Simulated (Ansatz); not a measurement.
Method: DFT PBE, scalar-relativistic, plane waves, PAW in Ansatz 0.2.0. Cutoff 420 eV, Γ-centred 12×12×4 mesh (6-atom cell), Gaussian smearing of 0.10 eV, no spin polarisation.

Formation energies are uncorrected and count from the elements' standard states at the same level.

Problem. Suggest a trial structure for a trigonal metal that holds Al and 2 more elements, with a formation energy near −0.30 eV/atom and about 27 Å³ per atom, in a cell of 6 atoms. Its symmetry should be P3m1 (No. 156).

Solution. AlIn2As3, space group P3m1 (No. 156). Al has 4 As at 2.47–2.57 Å; around In on its first site lie 4 As at 2.64–2.66 Å; In on its second site is surrounded by 4 As at 2.64–2.68 Å; As on its first site has 1 Al at 2.47 Å and 3 In at 2.64 Å; 2 more sites not described.

```cif
data_structure
_symmetry_space_group_name_H-M 'P3m1'
_symmetry_Int_Tables_number 156
_cell_length_a 4.2628
_cell_length_b 4.2628
_cell_length_c 10.4625
_cell_angle_alpha 90.000
_cell_angle_beta 90.000
_cell_angle_gamma 120.000
_cell_volume 164.65
loop_
_atom_site_label
_atom_site_type_symbol
_atom_site_symmetry_multiplicity
_atom_site_Wyckoff_symbol
_atom_site_fract_x
_atom_site_fract_y
_atom_site_fract_z
_atom_site_occupancy
Al1 Al 1 b 0.33333 0.66667 0.66654 1
In1 In 1 a 0.00000 0.00000 0.99430 1
In2 In 1 c 0.66667 0.33333 0.34042 1
As1 As 1 b 0.33333 0.66667 0.90296 1
As2 As 1 c 0.66667 0.33333 0.59696 1
As3 As 1 a 0.00000 0.00000 0.24882 1
```

- Volume per atom: 27.44 Å³
- Density: 4.85 g/cm³
- Energy over the elements: −0.30 eV/atom
- Gap on the 12×12×4 mesh of the 6-atom cell: 0.02 eV by band count, less than the smearing, so the run treats it as a metal

The structure comes from a generated guess, relaxed at this level; another structure or a mixture of phases may lie lower. The answer needn't be unique; the calculation gave this one.

The reference form of As is held partly by dispersion forces, which this level lacks. A structure relaxed within its symmetry needn't be a true minimum.
